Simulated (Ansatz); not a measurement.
# Every step of a relaxation of Ba (sc type)

DFT, LDA, PAW with Ansatz's default frozen-core files, scalar-relativistic (Ansatz 0.2.0); a Γ-centred 13×13×13 k mesh, Fermi–Dirac smearing of 0.05 eV, no spin polarisation. The run relaxes cell and atoms at a target pressure of 15 GPa.

Command: `ansatz run input.yaml --threads 1 --pin off --max-ram 3584MiB --backend cpu --events-out ev --progress --plain --runs-dir out` It took 7.7 s on 1 thread of Arm Neoverse V2, on a shared host, peak memory 0.29 GiB.

PAW: frozen-core files, cutoff 420 eV; forces are relaxed below 0.005 eV/Å.

Each step lists its enthalpy F + pV a cell above the last geometry, the pressure, the cell vectors (Å), and Cartesian positions (Å) with forces (eV/Å).

The first step:

```
step 1  dH = 6.98 meV  P = 17.58 GPa
  cell 3.0085 0.0000 0.0000  0.0000 3.0085 0.0000  0.0000 0.0000 3.0085
  Ba 0.0000 0.0000 0.0000   0.0000 0.0000 0.0000
```

Spin–orbit coupling is left out, which matters for the heavy atoms. The PAW files were made under PBE.

The symmetry of the start is kept and no stability test is made, so the end need not be the stable phase.

Where does the relaxation end, and by which steps?

After 4 geometries, with conventional a, b, c = 3.041, 3.041, 3.041 Å, at 28.135 Å³/atom (+3.32 % against the start) in space group Pm-3m, with a shortest distance of 3.041 Å. The further steps:
```
step 2  dH = 6.16 meV  P = 12.90 GPa
  cell 3.0738 0.0000 0.0000  0.0000 3.0738 0.0000  0.0000 0.0000 3.0738
  Ba 0.0000 0.0000 0.0000   0.0000 0.0000 0.0000
step 3  dH = 0.04 meV  P = 14.84 GPa
  cell 3.0438 0.0000 0.0000  0.0000 3.0438 0.0000  0.0000 0.0000 3.0438
  Ba 0.0000 0.0000 0.0000   0.0000 0.0000 0.0000
step 4  dH = 0.00 meV  P = 15.00 GPa
  cell 3.0415 0.0000 0.0000  0.0000 3.0415 0.0000  0.0000 0.0000 3.0415
  Ba 0.0000 0.0000 0.0000   0.0000 0.0000 0.0000
step 5  dH = -0.04 meV  P = 15.00 GPa  (same geometry on a basis chosen anew; earlier energies don't compare to the last digit)
  cell 3.0415 0.0000 0.0000  0.0000 3.0415 0.0000  0.0000 0.0000 3.0415
  Ba 0.0000 0.0000 0.0000   0.0000 0.0000 0.0000
```
